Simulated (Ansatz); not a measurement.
Polymorphs of Sr, each relaxed with plane-wave PAW LDA (Ansatz code):

A: C2/m
a = 7.0988 Å, b = 4.0985 Å, c = 10.3278 Å, α = 90.00°, β = 103.14°, γ = 90.00°

```csv
atom,site,symmetry,x,y,z
Sr,2c,2/m,0.5000,0.5000,0.5000
Sr,4i,m,0.2224,0.0000,0.1671
```

B: bcc (W type) (Im-3m)
a = 4.5715 Å, b = 4.5715 Å, c = 4.5715 Å, α = 90.00°, β = 90.00°, γ = 90.00°

| atom | site | symmetry | x | y | z |
|---|---|---|---|---|---|
| Sr | 2a | m-3m | 0.0000 | 0.0000 | 0.0000 |

Problem. Rank these by energy per atom at 0 K (lowest first), as LDA gives it.

Solution. B (+0 meV/atom), A (+6 meV/atom)

Not the usual ambient phase: A; B. Relaxed far from the usual cell of the phase: B. All cells were relaxed under the symmetry of their starts (and spin orders); stability against distortions was not tested throughout. Scalar-relativistic: spin–orbit coupling is off unless named, which matters more the heavier the elements.

Energies hold the estimated change up to a 700 eV cutoff; steps of a few meV lie near the error of the meshes.

Potentials: the later of the program's two PAW sets.
